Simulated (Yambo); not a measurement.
RbCl (CsCl type, space group Pm-3m, No. 221), G0W0@PBEsol in Yambo with this input:

```
rim_cut
gw0
dyson
el_el_corr
HF_and_locXC
ppa
em1d
RandQpts= 1000000
RandGvec= 1 Ry
EXXRLvcs= 58 Ry
VXCRLvcs= 232 Ry
Chimod= "HARTREE"
% BndsRnXp
 1 | 216 |
%
NGsBlkXp= 8 Ry
% LongDrXp
 1.0 | 1.0 | 1.0 |
%
PPAPntXp= 27.2114 eV
% GbndRnge
 1 | 216 |
%
GTermKind= "BG"
DysSolver= "n"
ExtendOut
```

On a 4×4×4 mesh, with wavefunctions cut at 58 Ry, the gap (M → Γ) is 7.788 eV and the valence edge shifts by -2.000 eV.

Q: What happens with this change: 96 bands in W?

A: The gap falls by 0.055 eV, to 7.733 eV; the shift of the valence edge becomes -1.852 eV. Neither run is shown to be the converged limit.

Geometry relaxed with PBEsol; primitive cell a = 3.8861 Å, b = 3.8861 Å, c = 3.8861 Å, α = 90.00°, β = 90.00°, γ = 90.00°.

This is not the ordinary phase of the substance.

A shift is the quasiparticle energy of the state minus its PBEsol energy.
